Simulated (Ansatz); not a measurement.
GePd:
```yaml
crystal:
  lattice:
    - [5.73112, 0.00000, 0.00000]
    - [0.00000, 3.59299, 0.00000]
    - [0.00000, 0.00000, 6.27791]
  atoms:
    - { symbol: Ge, position: [0.81520, 0.75000, 0.57914] }
    - { symbol: Ge, position: [0.18480, 0.25000, 0.42086] }
    - { symbol: Ge, position: [0.68480, 0.25000, 0.07914] }
    - { symbol: Ge, position: [0.31520, 0.75000, 0.92086] }
    - { symbol: Pd, position: [0.99676, 0.75000, 0.19099] }
    - { symbol: Pd, position: [0.00324, 0.25000, 0.80901] }
    - { symbol: Pd, position: [0.50324, 0.25000, 0.69099] }
    - { symbol: Pd, position: [0.49676, 0.75000, 0.30901] }
```

This is the r²SCAN-relaxed structure.

Task: All from r²SCAN (plane waves, PAW; program Ansatz), unless another level is named. Estimate the electronic character.

Result: metallic (no gap).

Task: Give the formation energy from the elements (no fitted shifts).

Result: -0.42 eV/atom.

Task: What about the density of states at the Fermi level?

Result: 0.25 states/eV per atom (mean over ±0.08 eV).

Space group Pnma. The workflow started from a Materials Project entry (that database holds measured and hypothetical structures alike); the Crystallography Open Database files this formula in space group No. 62, but the cells were not matched. Whether it is the stable phase at ambient conditions was not checked. The r²SCAN relaxation kept the symmetry of its start; its stability against distortions is not shown here. No spin polarisation was allowed. The references are the lowest solids computed at this level, not always the standard phases. Spin–orbit coupling is left out wherever it is not named.

Potentials: the earlier of the program's two PAW sets.
